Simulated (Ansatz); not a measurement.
Input:

CaZn2Sb2:
```
CaZn2Sb2
1.0
    4.35808     0.00000     0.00000
   -2.17904     3.77421     0.00000
    0.00000     0.00000     7.23109
Ca Zn Sb
1 2 2
Cartesian
  0.00000   0.00000   0.00000
  0.00000   2.51614   4.57821
  2.17904   1.25807   2.65288
  0.00000   2.51614   1.84968
  2.17904   1.25807   5.38141
```

This is the LDA-relaxed structure.

Task: All from LDA (plane waves, PAW; program Ansatz), unless another level is named. Estimate the electronic character.

Result: no gap, with almost no states at the Fermi level (zero-gap or semimetallic).

Task: Give the formation energy from the elements (no fitted shifts).

Result: -0.46 eV/atom.

Space group P-3m1. The workflow started from a Materials Project entry (that database holds measured and hypothetical structures alike); the Crystallography Open Database files this formula in space group No. 164, but the cells were not matched. Its standing as an ambient phase is unchecked. The LDA relaxation kept the symmetry of its start; of distortions, only those at the zone centre were tested. A small band overlap can be real or an error of a semilocal functional. The references are the lowest solids computed at this level, not always the standard phases. Scalar-relativistic: spin–orbit coupling is off unless named, which matters more the heavier the elements.

Potentials: the later of the program's two PAW sets.
